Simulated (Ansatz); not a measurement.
# Where the states of Os lie

```cif
data_structure
_symmetry_space_group_name_H-M 'P6_3/mmc'
_symmetry_Int_Tables_number 194
_cell_length_a 2.7532
_cell_length_b 2.7532
_cell_length_c 4.3480
_cell_angle_alpha 90.000
_cell_angle_beta 90.000
_cell_angle_gamma 120.000
_cell_volume 28.54
loop_
_atom_site_label
_atom_site_type_symbol
_atom_site_symmetry_multiplicity
_atom_site_Wyckoff_symbol
_atom_site_fract_x
_atom_site_fract_y
_atom_site_fract_z
_atom_site_occupancy
Os1 Os 2 c 0.33333 0.66667 0.25000 1
```

The runs use the primitive cell with vectors (2.753, 0.000, 0.000), (-1.377, 2.384, 0.000), (0.000, 0.000, 4.348) Å, to which the k mesh refers.

The structure comes from a relaxation in the same program, started in the hcp type, and has space group P6_3/mmc. Whether it is a known phase or the ground state wasn't checked.

No spin–orbit coupling, which matters for the heavy atoms here.

Computed with DFT, PBE, all-electron LAPW, scalar-relativistic in Ansatz 0.2.0.

Numerical set-up: a Γ-centred 16×16×9 k mesh, Fermi–Dirac smearing of 0.03 eV, basis error target 0.25 meV/atom, no spin polarisation.

States per eV and cell, averaged over 0.6 eV, from -9.4 to 6.0 eV, with energies (bin centres) from the Fermi level; empty bins are left out. The partial columns, the largest 3 alone, are projections on Löwdin-orthogonalised atomic shells (those that the program's projection atoms carry: the occupied ones and, for some elements, an empty d or f shell; other empty shells have no column), summed over atoms of an element. Weights on diffuse s and p shells depend on that basis and aren't pure angular character.

| E (eV) | total | Os 5d | Os 6s | Os 5p |
| --- | --- | --- | --- | --- |
| -9.2 | 0.17 | 0.01 | 0.15 | 0.00 |
| -8.6 | 0.24 | 0.02 | 0.21 | 0.00 |
| -8.0 | 0.36 | 0.07 | 0.28 | 0.01 |
| -7.4 | 1.30 | 0.77 | 0.51 | 0.01 |
| -6.8 | 1.80 | 1.36 | 0.41 | 0.01 |
| -6.2 | 2.14 | 1.84 | 0.27 | 0.01 |
| -5.6 | 1.73 | 1.55 | 0.15 | 0.02 |
| -5.0 | 1.97 | 1.84 | 0.10 | 0.01 |
| -4.4 | 2.53 | 2.33 | 0.13 | 0.02 |
| -3.8 | 1.49 | 1.38 | 0.07 | 0.01 |
| -3.2 | 2.92 | 2.71 | 0.13 | 0.01 |
| -2.6 | 2.79 | 2.58 | 0.13 | 0.01 |
| -2.0 | 2.79 | 2.51 | 0.15 | 0.01 |
| -1.4 | 1.75 | 1.55 | 0.09 | 0.01 |
| -0.8 | 1.42 | 1.27 | 0.06 | 0.00 |
| -0.2 | 1.25 | 1.16 | 0.03 | 0.00 |
| 0.4 | 1.30 | 1.24 | 0.03 | 0.00 |
| 1.0 | 1.63 | 1.56 | 0.05 | 0.00 |
| 1.6 | 2.56 | 2.44 | 0.08 | 0.00 |
| 2.2 | 2.85 | 2.72 | 0.09 | 0.00 |
| 2.8 | 0.80 | 0.60 | 0.14 | 0.00 |
| 3.4 | 0.59 | 0.34 | 0.16 | 0.00 |
| 4.0 | 0.59 | 0.27 | 0.19 | 0.00 |
| 4.6 | 0.54 | 0.19 | 0.20 | 0.00 |
| 5.2 | 0.51 | 0.13 | 0.20 | 0.00 |
| 5.8 | 0.61 | 0.12 | 0.25 | 0.00 |

(1) Which of the resolved shells contributes most within 0.3 eV of the Fermi level?

(2) Where is the centre of the filled Os 5d states between -14 eV and the top of the filled states?

Results:

(1) Os 5d, with 93 % of all states there; Os 6s follows with 2 %.

(2) -3.68 eV from the Fermi level.
